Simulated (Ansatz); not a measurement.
The guess for MnCoC4N4 was made by a generator: two interpenetrating cyanide-bridged diamond nets (P-43m, No. 215). The dimensions are guesses.

```xyz
10
Lattice="5.9086 0.0000 0.0000 0.0000 5.9086 0.0000 0.0000 0.0000 5.9086" Properties=species:S:1:pos:R:3 pbc="T T T"
Mn    2.9543    2.9543    2.9543
Co    0.0000    0.0000    0.0000
C     1.1068    1.1068    1.1068
C     1.1068    4.8018    4.8018
C     4.8018    1.1068    4.8018
C     4.8018    4.8018    1.1068
N     1.7823    1.7823    1.7823
N     1.7823    4.1263    4.1263
N     4.1263    1.7823    4.1263
N     4.1263    4.1263    1.7823
```

These are results of DFT PBE, scalar-relativistic, plane waves, PAW in Ansatz 0.2.0, not measurements. Cutoff 420 eV, Gaussian smearing, Γ-centred meshes. Cell and atoms relax on a converged mesh. The steps can't lower the symmetry of their start, moments included. Collinear spin, starting moments 4 -3 0 0 0 0 0 0 0 0 μB in the order of the atoms.

A guess keeps its type if space group and coordination stay and the shape of the cell changes little (axis ratios within about 15 %, angles within 6°); the volume may change.

Problem. Will the relaxed cell still be of the starting type?

Solution. It keeps its type. The symmetry stays P-43m (No. 215). The volume per atom shrinks by 2.3 %, from 20.6 to 20.1 Å³. The shortest distance stays 1.17 Å (C–N). Counting neighbours within 15 % of an atom's shortest distance, the start has C 1, Co 4, Mn 4, N 1 and the end C 1, Co 4, Mn 4, N 1.

The zero of energy is the elements' standard structures at the same level (N₂ as a molecule); no fitted shifts are applied.

Problem. At what energy does it end?

Solution. +0.341 eV/atom. A positive value: parting into the elements would lower its energy.

The last run used collinear spin, a 6×6×6 mesh for its 10-atom cell and Gaussian smearing of 0.02 eV. The reference form of C is held partly by dispersion forces, which this level lacks. Another magnetic order may lie lower. Symmetry constrained the relaxation, so the result can be a saddle point.
